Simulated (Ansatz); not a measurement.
The elements of this relaxed trial crystal are hidden behind letters.

```
lattice vectors (Å)
   0.0000    4.0654    5.9174
   2.3330    0.0000    5.9174
   2.3330    4.0654    0.0000
fractional positions
X 0.5000 0.5000 0.0000
X 0.0000 0.0000 0.0000
X 0.0000 0.0000 0.5000
Z 0.6542 0.6542 0.3458
Z 0.3458 0.3458 0.6542
Q 0.0128 0.6831 0.3169
Q 0.6831 0.0128 0.9872
Q 0.9872 0.3169 0.6831
Q 0.3169 0.9872 0.0128
```

Level of theory: DFT PBE, scalar-relativistic, plane waves, PAW (Ansatz). The final run on the 9-atom cell used 420 eV, a Γ-centred 10×10×10 mesh, 0.10 eV smearing and no spin polarisation.

| Item | Value |
| --- | --- |
| Space group | Fmmm (No. 69) |
| Conventional cell | a = 4.666 Å, b = 8.131 Å, c = 11.835 Å |
| Volume per atom | 12.47 Å³ |
| Density | 4.98 g/cm³ |
| Energy over the elements | −0.26 eV/atom |
| Gap on the 10×10×10 mesh of the 9-atom cell | 0 eV (a metal) |

Energies are uncorrected and count from the elements' standard states at the same level.

Task: X is an s-block element of period 2, Z is a d-block element of period 5 and Q is a p-block element of period 3. Which elements are they?

Result: X = Be, Z = Nb, Q = P, so the formula is Be3Nb2P4. Density times volume gives a mean mass of 4.98 × 12.47/1.6605 = 37.4 u per atom, and this set has 37.4 u. Be on a site of symmetry 2/m is surrounded by 4 P at 2.25 Å, 4 Be at 2.33–2.34 Å and 4 Nb at 2.97 Å; around Nb lie 8 P at 2.66–2.73 Å, 6 Be at 2.96–2.97 Å and 2 Nb at 3.25 Å; P is surrounded by 3 Be at 2.24–2.25 Å, 4 Nb at 2.66–2.73 Å and 4 P at 2.68–2.71 Å; 1 more site not described. Other sets within the hints have nearly the same mass, so mass alone doesn't settle it; this one was computed.

A structure relaxed within its symmetry needn't be a true minimum.
